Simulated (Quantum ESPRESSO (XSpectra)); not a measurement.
Quantum ESPRESSO (XSpectra) run for X-ray absorption at the O K edge of BaTiO3 (P4mm). Geometry: Materials Project entry mp-5986 (a computed structure). No spin-polarised start was tried. The cell is the entry's, not relaxed again. The ground-state test found a gap, so occupations are fixed and the excited electron is left out (charged cell on a uniform background); energies count from the highest occupied level. pw.x input:

```
&CONTROL
  calculation = 'scf'
  prefix = 'x'
  pseudo_dir = './pseudo'
  outdir = './out'
/
&SYSTEM
  ibrav = 0
  nat = 40
  ntyp = 4
  ecutwfc = 70
  input_dft = 'PZ'
  tot_charge = 1
  occupations = 'fixed'
/
&ELECTRONS
  conv_thr = 4.0e-07
  mixing_beta = 0.4
/
ATOMIC_SPECIES
Oh 15.999 O.lda-tm-gipaw-star1s.UPF
Ba 137.327 Ba.upf
Ti 47.867 Ti.upf
O 15.999 O.lda-tm-gipaw.UPF
CELL_PARAMETERS angstrom
   7.980760000    0.000000000    0.000000000
   0.000000000    7.980760000    0.000000000
   0.000000000    0.000000000    8.205320000
ATOMIC_POSITIONS crystal
Ba     0.250000000    0.250000000    0.291270000
Ba     0.250000000    0.250000000    0.791270000
Ba     0.250000000    0.750000000    0.291270000
Ba     0.250000000    0.750000000    0.791270000
Ba     0.750000000    0.250000000    0.291270000
Ba     0.750000000    0.250000000    0.791270000
Ba     0.750000000    0.750000000    0.291270000
Ba     0.750000000    0.750000000    0.791270000
Ti     0.000000000    0.000000000    0.050020000
Ti     0.000000000    0.000000000    0.550020000
Ti     0.000000000    0.500000000    0.050020000
Ti     0.000000000    0.500000000    0.550020000
Ti     0.500000000    0.000000000    0.050020000
Ti     0.500000000    0.000000000    0.550020000
Ti     0.500000000    0.500000000    0.050020000
Ti     0.500000000    0.500000000    0.550020000
Oh     0.000000000    0.250000000    0.032110000
O      0.000000000    0.250000000    0.532110000
O      0.000000000    0.750000000    0.032110000
O      0.000000000    0.750000000    0.532110000
O      0.500000000    0.250000000    0.032110000
O      0.500000000    0.250000000    0.532110000
O      0.500000000    0.750000000    0.032110000
O      0.500000000    0.750000000    0.532110000
O      0.250000000    0.000000000    0.032110000
O      0.250000000    0.000000000    0.532110000
O      0.250000000    0.500000000    0.032110000
O      0.250000000    0.500000000    0.532110000
O      0.750000000    0.000000000    0.032110000
O      0.750000000    0.000000000    0.532110000
O      0.750000000    0.500000000    0.032110000
O      0.750000000    0.500000000    0.532110000
O      0.000000000    0.000000000    0.274485000
O      0.000000000    0.000000000    0.774485000
O      0.000000000    0.500000000    0.274485000
O      0.000000000    0.500000000    0.774485000
O      0.500000000    0.000000000    0.274485000
O      0.500000000    0.000000000    0.774485000
O      0.500000000    0.500000000    0.274485000
O      0.500000000    0.500000000    0.774485000
K_POINTS automatic
2 2 2 0 0 0
```

xspectra.x input:

```
&input_xspectra
  calculation = 'xanes_dipole'
  edge = 'K'
  prefix = 'x'
  outdir = './out'
  xonly_plot = .false.
  xiabs = 1
  xcoordcrys = .false.
  xepsilon(1) = 1.0
  xepsilon(2) = 0.0
  xepsilon(3) = 0.0
  xniter = 1500
  xcheck_conv = 50
  xerror = 0.002
  x_save_file = 'x0.sav'
/
&plot
  xnepoint = 451
  xemin = -5.0
  xemax = 40.0
  xgamma = 0.5
  terminator = .true.
  cut_occ_states = .true.
/
&pseudos
  filecore = 'core.wfc'
/
&cut_occ
  cut_desmooth = 0.1
  cut_stepl = 0.01
  cut_ierror = 1e-6
/
3 3 3 1 1 1
```

End of the pw.x output:

```
    -0.5327  -0.5174  -0.3593  -0.3318  -0.2096  -0.2056  -0.1881  -0.1870
    -0.1418  -0.0285  -0.0188  -0.0046   0.0040   0.0170   0.0690   0.0694
     0.1584   0.1709   0.1944   0.2044   0.2940   0.3076   0.3160   0.3162
     2.1721   3.4973   3.5168   5.7673   5.7984   5.9211   6.2266   6.3377
     6.3568   6.3639   6.4424   6.4883   6.5089   6.5174   6.5569   6.5749
     6.6117   6.6618   6.6984   6.7603   6.7747   6.8181   6.8687   6.9003
     6.9262   6.9400   6.9480   7.1112   7.1811   7.1969   7.2458   7.2581
     7.2761   7.2820   7.4235   7.4264   7.4610   7.4624   7.5123   7.5533
     7.5648   7.5960   7.6639   7.6687   7.6717   7.8082   8.0931   8.3351
     8.4355   8.6198   8.6464   8.6843   8.7342   8.7437   8.7887   8.7890
     8.8211   8.8408   8.9059   8.9267   8.9374   8.9578   9.0745   9.1547
     9.2029   9.2138   9.2308   9.2628   9.3028   9.3270   9.4969   9.5251

     highest occupied level (ev):    10.0420

!    total energy              =   -2188.65420741 Ry
     estimated scf accuracy    <       0.00000040 Ry

     The total energy is the sum of the following terms:
     one-electron contribution =    -615.94343111 Ry
     hartree contribution      =     490.31709521 Ry
     xc contribution           =    -411.47615640 Ry
     ewald contribution        =   -1651.55171512 Ry

     convergence has been achieved in  21 iterations

     XML data file, charge density, pseudopotentials, collected wavefunctions
```

xspectra.x output, shortened:

```
... Begin STEP 1 ...

        Radial transition matrix element(s) used in the calculation of the
        initial vector of the Lanczos basis (|tilde{phi}_abs> normalized)
        | For PAW proj. (l=1) #1: radial matrix element =   0.141535429
        | For PAW proj. (l=1) #2: radial matrix element =   0.174719217

NB: the     7 k-point are not all listed below because npool=  4
        |-------------------------------------------------------------
        ! k-point #     1:  ( 0.1667,  0.1667,  0.1621),  0.0741,   1
        |-------------------------------------------------------------
 okvan= F
        |   Norm of the initial Lanczos vector: 0.10086551E+00
        !   => CONVERGED at iter    700 with error=  0.00199673
        |-------------------------------------------------------------
        ! k-point #     2:  ( 0.1667,  0.1667,  0.4863),  0.0741,   1
        |-------------------------------------------------------------
 okvan= F
        |   Norm of the initial Lanczos vector: 0.10086551E+00
        !   => CONVERGED at iter    750 with error=  0.00140538
        |-------------------------------------------------------------
        ! k-point #     3:  ( 0.1667,  0.1667,  0.8105),  0.0741,   1
        |-------------------------------------------------------------
 okvan= F
        |   Norm of the initial Lanczos vector: 0.10086551E+00
        !   => CONVERGED at iter    650 with error=  0.00175545
        |-------------------------------------------------------------

        ...
... Begin STEP 2 ...

     The spectrum is calculated using the following parameters:
        energy-zero of the spectrum [eV]:   10.0420
        the occupied states are elimintate from the spectrum
        xemin [eV]:  -5.00
        xemax [eV]:  40.00
        xnepoint:  451
        constant broadening parameter [eV]:    0.500
        Core level energy [eV]:  -543.1
         (from electron binding energy of neutral atoms in X-ray data booklet)

     Cross-section successfully written in xanes.dat

     ... End STEP 2 ...

     xanes        :    203.40s CPU    204.31s WALL (       1 calls)

     -------------------------------------------------------------------------
                                END JOB XSpectra
     -------------------------------------------------------------------------
```

xanes.dat for the field along x, every fifth line (energy in eV, cross section):

```
   -5.000   4.9870e-04
   -4.500   5.4520e-04
   -4.000   6.0030e-04
   -3.500   6.6660e-04
   -3.000   7.4790e-04
   -2.500   8.4960e-04
   -2.000   9.8060e-04
   -1.500   1.1550e-03
   -1.000   1.3980e-03
   -0.500   1.7570e-03
    0.000   2.3290e-03
    0.500   3.3720e-03
    1.000   5.6090e-03
    1.500   1.1150e-02
    2.000   2.1920e-02
    2.500   3.1060e-02
    3.000   2.3110e-02
    3.500   1.1390e-02
    4.000   7.5010e-03
    4.500   6.5750e-03
    5.000   7.6900e-03
    5.500   1.1320e-02
    6.000   1.8530e-02
    6.500   2.9320e-02
    7.000   4.0380e-02
    7.500   4.1720e-02
    8.000   4.2510e-02
    8.500   4.4660e-02
    9.000   3.2140e-02
    9.500   2.2690e-02
   10.000   2.0570e-02
   10.500   2.3600e-02
   11.000   2.5120e-02
   11.500   1.9090e-02
   12.000   1.7960e-02
   12.500   1.7460e-02
   13.000   2.0240e-02
   13.500   2.4390e-02
   14.000   2.0630e-02
   14.500   2.0140e-02
   15.000   2.0080e-02
   15.500   2.4280e-02
   16.000   2.3950e-02
   16.500   2.7300e-02
   17.000   2.8140e-02
   17.500   2.3730e-02
   18.000   1.9620e-02
   18.500   1.5820e-02
   19.000   1.4700e-02
   19.500   1.6020e-02
   20.000   1.7860e-02
   20.500   1.8060e-02
   21.000   1.9510e-02
   21.500   2.2790e-02
   22.000   2.6890e-02
   22.500   3.7130e-02
   23.000   2.8550e-02
   23.500   2.2270e-02
   24.000   1.8450e-02
   24.500   1.4610e-02
   25.000   1.2470e-02
   25.500   1.1880e-02
   26.000   1.1330e-02
   26.500   1.0290e-02
   27.000   9.7020e-03
   27.500   1.1480e-02
   28.000   1.3300e-02
   28.500   1.6060e-02
   29.000   1.9070e-02
   29.500   2.4850e-02
   30.000   2.8840e-02
   30.500   2.8390e-02
   31.000   3.2320e-02
   31.500   3.4500e-02
   32.000   3.2940e-02
   32.500   3.2330e-02
   33.000   3.0160e-02
   33.500   3.0850e-02
   34.000   2.9150e-02
   34.500   2.6890e-02
   35.000   2.4600e-02
   35.500   1.9770e-02
   36.000   1.7210e-02
   36.500   1.6180e-02
   37.000   1.3780e-02
   37.500   1.2770e-02
   38.000   1.1810e-02
   38.500   1.0660e-02
   39.000   9.0760e-03
   39.500   7.9630e-03
   40.000   9.0670e-03
```
